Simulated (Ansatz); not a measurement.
Trial structure of TaRu₂, not yet relaxed:

```
Ta Ru
1.0
     0.00000    2.77297    2.77297
     2.77297    0.00000    2.77297
     2.77297    2.77297    0.00000
Ta Ru
1 2
Direct
  0.50000 0.50000 0.50000
  0.75000 0.75000 0.75000
  0.25000 0.25000 0.25000
```

Level of theory: DFT PBE, scalar-relativistic, plane waves, PAW in Ansatz. Settings: cutoff 420 eV, Γ-centred mesh 6×6×6 on the computed 3-atom cell, Gaussian smearing of 0.10 eV; no spin polarisation.

Formation energies are uncorrected and refer to the elements' standard structures at the same level.

Task: Estimate its pressure, forces and energy as it stands.

Result: The pressure is 71.7 GPa (it wants to expand), the largest force is 0.00 eV/Å (symmetry fixes the atoms), and the energy is +1.02 eV/atom against the elements. The shortest distance is 2.40 Å.

Task: Is it a good guess?

Result: A rough one: relaxing gains about 0.66 eV/atom (the start's value is from the coarse mesh, so the gain is rough) in 10 ionic steps and ends at +0.35 eV/atom on the finer mesh. The symmetry stays Fm-3m (No. 225). The end has the fluorite type. The volume per atom grows by 25.4 %, from 14.2 to 17.8 Å³. The shortest distance goes from 2.40 Å (Ta–Ru) to 2.59 Å (Ta–Ru). Conventional cell: a = 5.981 Å. Ta has 8 Ru at 2.59 Å; Ru has 4 Ta at 2.59 Å and 6 Ru at 2.99 Å.

The last run used a 14×14×14 mesh for its 3-atom cell and Gaussian smearing of 0.10 eV. Spin–orbit coupling, which can matter for Ta, is left out. The relaxation can't lower the symmetry of the start, and the grade says only how near the guess is to its own end. A structure relaxed within its symmetry needn't be a true minimum. Another cell of TaRu2 relaxed alike, in Fd-3m, lies 0.41 eV/atom lower, so this cell isn't the stable form at this level.
